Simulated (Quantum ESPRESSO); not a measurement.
```cif
data_Br3CsSn
_chemical_formula_sum 'Br3 Sn1 Cs1'
_space_group_name_H-M_alt 'P 1'
_space_group_IT_number 1
_cell_length_a 5.83901
_cell_length_b 5.83901
_cell_length_c 5.83901
_cell_angle_alpha 90.000
_cell_angle_beta 90.000
_cell_angle_gamma 90.000
loop_
_space_group_symop_operation_xyz
  'x, y, z'
loop_
_atom_site_label
_atom_site_type_symbol
_atom_site_fract_x
_atom_site_fract_y
_atom_site_fract_z
_atom_site_occupancy
Br1 Br 0.50000 0.00000 0.50000 1
Br2 Br 0.00000 0.50000 0.50000 1
Br3 Br 0.50000 0.50000 0.00000 1
Sn1 Sn 0.50000 0.50000 0.50000 1
Cs1 Cs 0.00000 0.00000 0.00000 1
```

The geometry is that of Materials Project entry mp-27214, symmetrised and not relaxed again.

### Question
What does PBEsol (pw.x of Quantum ESPRESSO, ONCV potentials, with spin-orbit coupling) give for the electronic structure near the Fermi level?

### Answer
The PBEsol gap is direct, 0.08 eV at R. The cell is held in this high symmetry; tilts and polar distortions were not searched.

The structure is a Materials Project entry; no match was found in the copy of COD used, and its stability was not checked.
